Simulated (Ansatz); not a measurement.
Geometry optimisation in Ansatz: input, command and trajectory.

```yaml
crystal:
  lattice:
    - [2.9196479758, 0.0, 0.0]
    - [-1.4598239879, 2.5284893172, 0.0]
    - [0.0, 0.0, 5.7145534142]
  atoms:
    - { symbol: Mg, position: [0.3333333333, 0.6666666667, 0.25] }
    - { symbol: Mg, position: [0.6666666667, 0.3333333333, 0.75] }
basis:
  ecutwfc: 500
kpoints:
  mp_grid: { grid: [18, 18, 8] }
hamiltonian:
  xc: r2scan
scf:
  occupations: { method: gaussian, width: 0.1 }
output:
  forces: true
  stress: true
  eigenvalues: true
  write_density: true
  write_potential: true
  elf: true
  volumetric_format: npy
relax:
  adjacent_minimum: "off"
  f_tol: 0.01
  max_steps: 60
  cell: { stress_tol: 0.1 }
```

```bash
ansatz run input.yaml --threads 1 --pin off --max-ram 2560MiB --backend cpu --events-out ev --progress --plain --runs-dir out
```

The calculation used Ansatz, DFT r2SCAN, scalar-relativistic, plane waves, PAW.

Of 7 frames 7 are shown, positions in Å and forces in eV/Å; the SCF threshold varies from step to step. Steps run on the plane waves of an earlier cell, with a Pulay correction in the pressure. The basis is chosen afresh for the last frame, the zero of the energies, and at times for earlier ones too; energy and pressure can step there, also at an unchanged geometry. Where two frames share a geometry here, they differ by under 2 meV/atom and 0.3 GPa.

```xyz
2
Lattice="2.9196 0.0000 0.0000 -1.4598 2.5285 0.0000 0.0000 0.0000 5.7146" Properties=species:S:1:pos:R:3:forces:R:3 pbc="T T T" step=1 free_energy_over_end_meV_per_atom=126.96 pressure_GPa=5.16
Mg    0.0000    1.6857    1.4286    0.0000    0.0000    0.0000
Mg    1.4598    0.8428    4.2859    0.0000    0.0000    0.0000
2
Lattice="3.0622 0.0000 0.0000 -1.5311 2.6520 0.0000 0.0000 0.0000 5.5222" Properties=species:S:1:pos:R:3:forces:R:3 pbc="T T T" step=2 free_energy_over_end_meV_per_atom=32.86 pressure_GPa=0.88
Mg    0.0000    1.7680    1.3805    0.0000    0.0000    0.0000
Mg    1.5311    0.8840    4.1416    0.0000    0.0000    0.0000
2
Lattice="3.1392 0.0000 0.0000 -1.5696 2.7186 0.0000 0.0000 0.0000 5.2620" Properties=species:S:1:pos:R:3:forces:R:3 pbc="T T T" step=3 free_energy_over_end_meV_per_atom=5.20 pressure_GPa=0.28
Mg    0.0000    1.8124    1.3155    0.0000    0.0000    0.0000
Mg    1.5696    0.9062    3.9465    0.0000    0.0000    0.0000
2
Lattice="3.1855 0.0000 0.0000 -1.5927 2.7587 0.0000 0.0000 0.0000 5.0894" Properties=species:S:1:pos:R:3:forces:R:3 pbc="T T T" step=4 free_energy_over_end_meV_per_atom=0.51 pressure_GPa=0.37
Mg    0.0000    1.8391    1.2723    0.0000    0.0000    0.0000
Mg    1.5927    0.9196    3.8170    0.0000    0.0000    0.0000
2
Lattice="3.2014 0.0000 0.0000 -1.6007 2.7725 0.0000 0.0000 0.0000 5.1345" Properties=species:S:1:pos:R:3:forces:R:3 pbc="T T T" step=5 free_energy_over_end_meV_per_atom=0.56 pressure_GPa=-0.38
Mg    0.0000    1.8483    1.2836    0.0000    0.0000    0.0000
Mg    1.6007    0.9242    3.8508    0.0000    0.0000    0.0000
2
Lattice="3.1894 0.0000 0.0000 -1.5947 2.7621 0.0000 0.0000 0.0000 5.1219" Properties=species:S:1:pos:R:3:forces:R:3 pbc="T T T" step=6 free_energy_over_end_meV_per_atom=0.25 pressure_GPa=0.00
Mg    0.0000    1.8414    1.2805    0.0000    0.0000    0.0000
Mg    1.5947    0.9207    3.8415    0.0000    0.0000    0.0000
2
Lattice="3.1894 0.0000 0.0000 -1.5947 2.7621 0.0000 0.0000 0.0000 5.1219" Properties=species:S:1:pos:R:3:forces:R:3 pbc="T T T" step=7 free_energy_over_end_meV_per_atom=0.00 pressure_GPa=0.00
Mg    0.0000    1.8414    1.2805    0.0000    0.0000    0.0000
Mg    1.5947    0.9207    3.8415    0.0000    0.0000    0.0000
```

It took 77 s on 1 thread of Arm Neoverse V2, with other jobs on the host, peak memory 0.51 GiB.